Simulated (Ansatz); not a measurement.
According to the program Ansatz at the PBE level (PAW), Na in the diamond structure (Fd-3m) relaxes to a = 7.579 Å. Na has 4 nearest neighbours from 3.28 Å (tetrahedral).

Electronic character: metallic (no gap).

The bulk modulus is 3.0 GPa.

The start of the workflow was typed in or built on a structure type; neither database checked (COD, Materials Project) lists it. It is not the phase usual at ambient conditions (space group No. 229). The cell was relaxed with PBE under the symmetry of its start; whether a distortion lowers the energy is not shown.

Potentials: the later of the program's two PAW sets.
